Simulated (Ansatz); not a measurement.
WSeS:
```cif
data_S2Se2W2
_chemical_formula_sum 'W2 Se2 S2'
_space_group_name_H-M_alt 'P 1'
_space_group_IT_number 1
_cell_length_a 3.23581
_cell_length_b 3.23581
_cell_length_c 12.89662
_cell_angle_alpha 90.000
_cell_angle_beta 90.000
_cell_angle_gamma 120.000
loop_
_space_group_symop_operation_xyz
  'x, y, z'
loop_
_atom_site_label
_atom_site_type_symbol
_atom_site_fract_x
_atom_site_fract_y
_atom_site_fract_z
_atom_site_occupancy
W1 W 0.33333 0.66667 0.25992 1
W2 W 0.66667 0.33333 0.74008 1
Se1 Se 0.33333 0.66667 0.87168 1
Se2 Se 0.66667 0.33333 0.12832 1
S1 S 0.66667 0.33333 0.37835 1
S2 S 0.33333 0.66667 0.62165 1
```

Relaxed with r²SCAN+D4.

Task: Which orbitals make up the states near the band edges in DFT-r²SCAN+D4 in the program Ansatz with PAW potentials?

Result: Top 1 eV of the valence band: W 5d 67 %, S 3p 19 %, Se 4p 9 %. Bottom 1 eV of the conduction band: W 5d 64 %, Se 4p 18 %, S 3p 10 %. Projections are on Löwdin-orthogonalised atomic valence shells; empty p or d shells of many metals are not among them.

Task: Tabulate the density of states.

Result: States/eV per cell of 6 atoms, in 0.25 eV bins, energy from the valence-band maximum.

```
E (eV)  total  W 5d  S 3p  Se 4p
------  -----  ----  ----  -----
-7.85    0.00  0.00  0.00   0.00
-7.60    0.05  0.01  0.01   0.01
-7.35    0.75  0.14  0.22   0.27
-7.10    2.18  0.41  0.63   0.78
-6.85    2.79  0.59  0.81   0.96
-6.60    4.51  1.12  1.30   1.49
-6.35    4.79  1.46  1.51   1.36
-6.10    4.65  1.44  1.53   1.40
-5.85    3.32  0.87  1.11   1.16
-5.60    2.95  0.59  0.94   1.04
-5.35    3.86  0.92  1.40   1.00
-5.10    5.56  1.49  1.78   1.62
-4.85    5.73  1.64  1.87   1.56
-4.60    2.66  0.72  0.91   0.83
-4.35    3.96  1.13  1.46   1.17
-4.10    7.53  2.45  2.84   1.97
-3.85    4.91  1.66  1.78   1.27
-3.60    3.50  1.33  1.24   0.81
-3.35    3.89  1.65  1.47   0.65
-3.10    2.86  0.69  0.88   1.11
-2.85    6.73  1.30  2.27   2.76
-2.60    6.56  1.72  1.85   2.69
-2.35    6.07  1.71  1.46   2.66
-2.10    4.02  1.10  0.98   1.78
-1.85    2.02  0.47  0.58   0.86
-1.60    3.29  1.68  0.77   0.64
-1.35    6.19  3.90  1.22   0.76
-1.10    3.65  2.42  0.63   0.42
-0.85    2.03  1.41  0.30   0.23
-0.60    0.55  0.36  0.13   0.04
-0.35    0.29  0.16  0.10   0.01
-0.10    0.16  0.09  0.06   0.00
0.15     0.00  0.00  0.00   0.00
0.40     0.00  0.00  0.00   0.00
0.65     0.00  0.00  0.00   0.00
0.90     0.00  0.00  0.00   0.00
1.15     0.67  0.38  0.08   0.15
1.40     2.94  1.86  0.27   0.55
1.65     3.38  2.18  0.33   0.61
1.90     5.16  3.33  0.60   0.93
2.15     8.44  5.52  1.03   1.46
2.40     9.21  5.70  1.36   1.43
2.65     6.00  3.56  1.08   0.79
2.90     4.29  2.38  0.76   0.73
3.15     4.11  2.19  0.84   0.65
3.40     4.22  2.18  0.89   0.68
3.65     2.56  1.23  0.58   0.50
3.90     4.13  1.92  0.89   0.87
4.15     3.58  1.68  0.74   0.74
4.40     2.59  1.21  0.49   0.54
4.65     1.89  0.80  0.29   0.33
4.90     1.58  0.60  0.20   0.24
5.15     0.98  0.09  0.08   0.06
5.40     1.19  0.07  0.10   0.07
5.65     1.47  0.08  0.12   0.10
5.90     1.80  0.09  0.14   0.13
```

Space group P-3m1. The first step of the workflow began from a Materials Project structure, measured or hypothetical; the Crystallography Open Database copy checked does not list it. Whether it is the stable phase at ambient conditions was not checked. The cell was relaxed with r²SCAN+D4 under the symmetry of its start; its stability against distortions is not shown here. No spin polarisation was allowed. Spin–orbit coupling is left out wherever it is not named.

Potentials: the later of the program's two PAW sets.
